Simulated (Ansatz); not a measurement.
MoPt:
```yaml
crystal:
  lattice:
    - [3.14029, 0.00000, 0.00000]
    - [0.00000, 3.14029, 0.00000]
    - [0.00000, 0.00000, 3.14029]
  atoms:
    - { symbol: Pt, position: [0.00000, 0.00000, 0.00000] }
    - { symbol: Mo, position: [0.50000, 0.50000, 0.50000] }
```

This is the PBEsol-relaxed structure.

All from plane-wave PAW PBEsol (Ansatz code), unless another level is named. Give the density of states at the Fermi level.

1.5 states/eV per atom (mean over ±0.08 eV).

Predict the formation energy from the elements (no fitted shifts).

0.24 eV/atom.

Space group Pm-3m (CsCl type). The start of the workflow was typed in or built on a structure type; neither database checked (COD, Materials Project) lists it. Its standing as an ambient phase is unchecked. The cell was relaxed with PBEsol under the symmetry of its start. At this level the phase is mechanically unstable. The run is not spin-polarised. Its formation energy is positive at this level, so the cell may be metastable or incomplete. The references are the lowest solids computed at this level, not always the standard phases. Spin–orbit coupling is left out wherever it is not named.

Potentials: the later of the program's two PAW sets.
